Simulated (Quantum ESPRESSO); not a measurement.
Field gradients of Li$_{4}$Cl$_{3}$F from a PBE PAW density (pw.x of a modified build of Quantum ESPRESSO, JTH datasets) with the all-electron reconstruction of Petrilli and co-workers, 25 Ha, k-mesh 5×5×5 through Γ:

```yaml
crystal:
  lattice:
    - [4.95998, 0.00000, 0.00000]
    - [0.00000, 4.95998, 0.00000]
    - [0.00000, 0.00000, 4.95998]
  atoms:
    - { symbol: Li, position: [0.00000, 0.00000, 0.00000] }
    - { symbol: F, position: [0.50000, 0.00000, 0.00000] }
    - { symbol: Li, position: [0.00000, 0.50000, 0.50000] }
    - { symbol: Cl, position: [0.50000, 0.50000, 0.50000] }
    - { symbol: Li, position: [0.50000, 0.00000, 0.50000] }
    - { symbol: Cl, position: [0.00000, 0.00000, 0.50000] }
    - { symbol: Li, position: [0.50000, 0.50000, 0.00000] }
    - { symbol: Cl, position: [0.00000, 0.50000, 0.00000] }
```
The cell was made here from a computed Materials Project entry: one of 4 Cl replaced by F, cell and atoms relaxed (PBE without dispersion, pw.x of Quantum ESPRESSO, symmetry kept). The parent is LiCl in Fm-3m. The swapped cell is a model, not a known phase. Stability against distortions was not tested.

Vzz is the sum of three terms, each taken along its main axis: the smooth valence density, the ions (nucleus and frozen core) with the augmentation charges of all other spheres, and the all-electron minus smooth density in the atom's own sphere. The split hangs on the datasets.  Cores are frozen. Against all-electron runs on small test molecules, this scheme's |Vzz| missed by −3 to −9 % on Cl.

| site | smooth valence density | ions and other spheres | own sphere | Vzz (a.u.) |
|---|---|---|---|---|
| Cl (atoms 4, 6, 8) | -0.025 | 0.022 | ___ | ___ |

Some entries are withheld; supply them.


- Cl (atoms 4, 6, 8), own sphere: -0.039
- Cl (atoms 4, 6, 8), Vzz (a.u.): -0.042
